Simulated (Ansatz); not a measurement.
Zn$_{2}$CdSe$_{3}$ (P3m1) at 2 levels of theory

One geometry, relaxed with PBE; plane waves with PAW potentials in Ansatz, scalar-relativistic. No spin polarisation. Gaps are the least over mesh and band path; pressure is positive in compression.

```
Zn Cd Se
1.0
     4.15357    0.00000    0.00000
    -2.07679    3.59710    0.00000
     0.00000    0.00000   10.25296
Zn Cd Se
2 1 3
Direct
  0.00000 0.00000 0.00734
  0.66667 0.33333 0.32503
  0.33333 0.66667 0.67089
  0.00000 0.00000 0.24950
  0.66667 0.33333 0.56636
  0.33333 0.66667 0.93090
```

```
level  cutoff (eV)  k mesh  gap (eV)  pressure (GPa)
  PBE          420   6×6×4      0.70             0.0
```

Question: What comes out on the same cell with r2SCAN?

Answer:
```json
{"level": "r2SCAN", "cutoff (eV)": "500", "k mesh": "6×6×4", "gap (eV)": "1.22", "pressure (GPa)": "-1.9"}
```

The cell was found from a structure generator's guess, not taken from experiment.
